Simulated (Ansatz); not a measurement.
**Ti: generalised stacking fault**

All numbers below come from DFT PBEsol, scalar-relativistic, plane waves, PAW (Ansatz). The runs took a 420 eV cutoff, a Γ-centred 19×19×4 mesh and Gaussian smearing (0.15 eV). No spin polarisation. Energies are free energies at this smearing, counted from the undisturbed cell; pressure is positive in compression.

The undisturbed cell (as given, not relaxed at this level; it stands at -0.3 GPa; this fcc form isn't the usual structure):

```xyz
6
Lattice="2.0300 -2.0300 0.0000 2.0300 0.0000 -2.0300 8.1200 8.1200 8.1200" Properties=species:S:1:pos:R:3 pbc="T T T"
Ti    3.3832   -0.6768   -0.6768
Ti    7.4432    7.4432    7.4432
Ti    3.3832    1.3532    1.3532
Ti    7.4432    3.3832    3.3832
Ti    3.3832    3.3832    3.3832
Ti    7.4432    5.4132    5.4132
```

The cut lies on the cell's a–b face, a (1 1 1) plane (indices in the standard cell, whose axes needn't be the Cartesian ones shown) of area 7.14 Å², between layers 2.34 Å apart. Vector c is tilted by f times 1·a + 0·b (length 2.871 Å) with the atoms' Cartesian places fixed: one unrelaxed fault a cell. The cell is metallic on the mesh throughout.

```
     f  γ (mJ/m²) shear traction, the slope of γ along the slip (GPa)
0.0000          0                                                  0.0
0.1000         39                                                  2.5
0.2000        120                                                  2.6
0.3000          ?                                                    ?
0.4000        188                                                  0.3
0.5000        191                                                  0.0
```

By symmetry 0.6000 repeats 0.4000, 0.8000 repeats 0.2000, 0.7000 repeats 0.3000, 0.9000 repeats 0.1000 in energy, with the opposite slope along the path.

Task: Give the withheld values.

Result: γ (mJ/m²) at f = 0.3000: 171; shear traction, the slope of γ along the slip (GPa) at f = 0.3000: 1.0.